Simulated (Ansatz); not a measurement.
ZnGaNO:
Space group P3m1 (No. 156); a = 3.2446 Å, b = 3.2446 Å, c = 5.2632 Å, α = 90.00°, β = 90.00°, γ = 120.00°

| atom | site | symmetry | x | y | z |
|---|---|---|---|---|---|
| Ga | 1b | 3m. | 0.3333 | 0.6667 | 0.0222 |
| N | 1b | 3m. | 0.3333 | 0.6667 | 0.3712 |
| Zn | 1c | 3m. | 0.6667 | 0.3333 | 0.4715 |
| O | 1c | 3m. | 0.6667 | 0.3333 | 0.8883 |

Relaxed with r²SCAN.

Task: Which orbitals make up the states near the Fermi level in r²SCAN in the plane-wave PAW code Ansatz?

Result: Within 0.5 eV of the Fermi level: N 2p 68 %, Zn 3d 11 %, Ga 4s 7 %, Ga 4p 5 %. Projections are on Löwdin-orthogonalised atomic valence shells; empty p or d shells of many metals are not among them.

Task: Tabulate the density of states.

Result: States/eV per cell of 4 atoms, in 0.25 eV bins, energy from the Fermi level.

| E (eV) | total | Zn 3d | N 2p | O 2p |
|---|---|---|---|---|
| -7.85 | 0.59 | 0.06 | 0.10 | 0.23 |
| -7.60 | 0.30 | 0.04 | 0.02 | 0.17 |
| -7.35 | 1.60 | 0.43 | 0.14 | 0.73 |
| -7.10 | 4.59 | 1.61 | 0.52 | 1.77 |
| -6.85 | 6.43 | 4.12 | 0.75 | 1.15 |
| -6.60 | 9.13 | 6.09 | 1.01 | 1.56 |
| -6.35 | 4.43 | 3.07 | 0.37 | 0.76 |
| -6.10 | 8.21 | 5.68 | 0.39 | 1.76 |
| -5.85 | 5.10 | 4.04 | 0.23 | 0.62 |
| -5.60 | 8.16 | 5.82 | 0.22 | 1.65 |
| -5.35 | 4.84 | 2.65 | 0.19 | 1.59 |
| -5.10 | 2.79 | 1.05 | 0.16 | 1.33 |
| -4.85 | 0.66 | 0.23 | 0.13 | 0.20 |
| -4.60 | 0.48 | 0.10 | 0.22 | 0.05 |
| -4.35 | 0.66 | 0.14 | 0.30 | 0.09 |
| -4.10 | 0.88 | 0.20 | 0.38 | 0.14 |
| -3.85 | 1.30 | 0.27 | 0.56 | 0.25 |
| -3.60 | 1.91 | 0.37 | 0.87 | 0.36 |
| -3.35 | 1.56 | 0.28 | 0.77 | 0.23 |
| -3.10 | 2.41 | 0.37 | 1.31 | 0.35 |
| -2.85 | 2.81 | 0.43 | 1.51 | 0.46 |
| -2.60 | 2.02 | 0.32 | 1.11 | 0.33 |
| -2.35 | 1.34 | 0.21 | 0.79 | 0.18 |
| -2.10 | 1.09 | 0.16 | 0.72 | 0.08 |
| -1.85 | 1.14 | 0.16 | 0.81 | 0.06 |
| -1.60 | 1.47 | 0.19 | 1.11 | 0.05 |
| -1.35 | 1.16 | 0.15 | 0.87 | 0.03 |
| -1.10 | 0.97 | 0.12 | 0.69 | 0.03 |
| -0.85 | 0.77 | 0.10 | 0.58 | 0.02 |
| -0.60 | 0.66 | 0.08 | 0.50 | 0.01 |
| -0.35 | 0.57 | 0.07 | 0.45 | 0.01 |
| -0.10 | 0.64 | 0.08 | 0.48 | 0.01 |
| 0.15 | 0.26 | 0.02 | 0.13 | 0.02 |
| 0.40 | 0.17 | 0.00 | 0.04 | 0.02 |
| 0.65 | 0.22 | 0.00 | 0.04 | 0.02 |
| 0.90 | 0.26 | 0.00 | 0.05 | 0.03 |
| 1.15 | 0.30 | 0.00 | 0.05 | 0.04 |
| 1.40 | 0.33 | 0.00 | 0.06 | 0.05 |
| 1.65 | 0.38 | 0.00 | 0.06 | 0.05 |
| 1.90 | 0.44 | 0.00 | 0.07 | 0.06 |
| 2.15 | 0.57 | 0.00 | 0.08 | 0.08 |
| 2.40 | 1.23 | 0.00 | 0.12 | 0.11 |
| 2.65 | 1.01 | 0.00 | 0.09 | 0.10 |
| 2.90 | 0.71 | 0.00 | 0.06 | 0.09 |
| 3.15 | 0.56 | 0.00 | 0.04 | 0.08 |
| 3.40 | 0.46 | 0.00 | 0.03 | 0.07 |
| 3.65 | 0.41 | 0.00 | 0.02 | 0.07 |
| 3.90 | 0.42 | 0.00 | 0.02 | 0.07 |
| 4.15 | 0.59 | 0.00 | 0.03 | 0.09 |
| 4.40 | 2.90 | 0.00 | 0.18 | 0.48 |
| 4.65 | 2.49 | 0.00 | 0.14 | 0.38 |

The start of the workflow was typed in or built on a structure type; the Crystallography Open Database copy checked does not list it. Whether it is the stable phase at ambient conditions was not checked. The r²SCAN relaxation kept the symmetry of its start; whether a distortion lowers the energy is not shown. Spin–orbit coupling is left out wherever it is not named.

Potentials: the earlier of the program's two PAW sets.
